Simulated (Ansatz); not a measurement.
CrAgO2 (R-3m): one cell, several electronic states

All numbers are calculated (r²SCAN+U, U_eff = 3.0 eV (Dudarev form) on Cr d, fully localised double counting, scalar-relativistic datasets, 500 eV, PAW set soft_2 (made for PBE), 7×7×7 mesh, Gaussian smearing of 0.05 eV) with the plane-wave PAW code Ansatz.

```
CELL_PARAMETERS angstrom
1.49250 0.86170 6.17000
-1.49250 0.86170 6.17000
0.00000 -1.72339 6.17000
ATOMIC_POSITIONS crystal
Cr 0.50000 0.50000 0.50000
Ag 0.00000 0.00000 0.00000
O 0.11190 0.11190 0.11190
O 0.88810 0.88810 0.88810
```

The structure is that of a cell as deposited in COD, unrelaxed.

Cell and atoms stay fixed, and the cell was started in 11 ways, without spin–orbit coupling. The starts were built for 3 d electrons on Cr, a formal count that the converged states needn't keep. Starting moments of the plain starts: Cr1 3.00 μB (atoms counted from 1).

Energies count from the lowest free state found; constrained states (a lock kept on the moments, or spin off) can lie above or below free ones. A natural orbital (eigenvector of a shell's occupation matrix) is counted as filled above 0.75 (0.9 in a metal) and as partly filled from 0.35 up to that; ↑ and ↓ are the spin channels.

| state | reached from | ΔE (meV/atom) | gap (eV) | P (GPa) | cell spin moment (μB) | site spin moments (μB) | shell filling | Hubbard energy (eV/cell) | flags |
| --- | --- | --- | --- | --- | --- | --- | --- | --- | --- |
| 1 | from atoms, symmetry kept, no search; from atoms, default search; random orbitals: random mixtures, high spin (draw 2); 7 more | 0.0 | 2.10 | 2.3 | 3.00 | Cr 2.51 | Cr 3↑ 0↓, 4.24 e | 1.54 | – |
| 2 | random orbitals: single harmonics, lower spin (2+1 electrons) (draw 4) | 308.9 | 1.88 | 1.2 | 1.00 | Cr 0.84 | Cr 2↑ 1↓, 4.28 e | 1.60 | – |

The lowest free state (state 1) has 3 d electrons in filled orbitals, 3 of them unpaired, the high-spin filling, a gap of 2.10 eV and a whole-number cell moment of 3 μB, as a collinear insulator must have. Its natural occupations are Cr1 spin up: 0.31 0.31 0.98 0.98 0.98; Cr1 spin down: 0.07 0.08 0.08 0.22 0.22. Since all bands are wholly filled or empty, the fractional occupations (0.22, 0.31) come from mixing of the shell with the neighbours' orbitals (covalency), not from partly filled bands. The Hubbard potential on a natural orbital is U(½ − λ), so on Cr1 an orbital at λ = 0.98 is pushed 2.0 eV below one at λ = 0.31 of the same spin (U × 0.67). The least gap, 2.10 eV, lies between opposite spins; within this spin the gap is 2.25 eV; other splittings, such as the crystal field's, add to the Hubbard shift.

State 2 lies 308.9 meV/atom higher, or 1.24 eV per cell. It has 3 filled d spin orbitals, 1 more of one spin than of the other, a gap of 1.88 eV and a whole-number cell moment of 1 μB, as a collinear insulator must have; natural occupations Cr1 spin up: 0.09 0.26 0.31 0.98 0.98; Cr1 spin down: 0.08 0.09 0.24 0.27 0.98. On Cr1, N↑ − N↓ is 0.96 in size in state 2 against 2.90 in state 1: with fewer parallel spins, state 2 lacks part of the exchange energy behind Hund's first rule. With J = 0 the Hubbard energy is (U/2) Σ λ(1 − λ), a penalty on fractional natural occupations. The sums Σ λ(1 − λ) over the cell's shells are 1.03 for state 1 and 1.07 for state 2, which at U/2 = 1.50 eV give 1.54 and 1.60 eV per cell. Of the difference of 1.24 eV per cell, the Hubbard term gives 0.06 eV and all other terms 1.17 eV, so the Hubbard term itself makes little of it, though U shapes both states. The other terms are taken on each state's own density, so they aren't the result of a run without U.

With one Cr ion in the cell, Cr moments can't oppose each other.

In the lowest free state the fixed cell carries a pressure of 2.3 GPa and forces up to 0.36 eV/Å; relaxing would change energies and could change the order of close states.

A still lower state can't be excluded. Spin–orbit coupling is left out. The value of U was drawn from a range and not derived for this compound; another value can change gaps, moments and the order of states. Gaps are Kohn–Sham gaps over the k-mesh alone and may be smaller between its points. Site moments are integrated in small spheres and here fall short of the shell's N↑ − N↓.
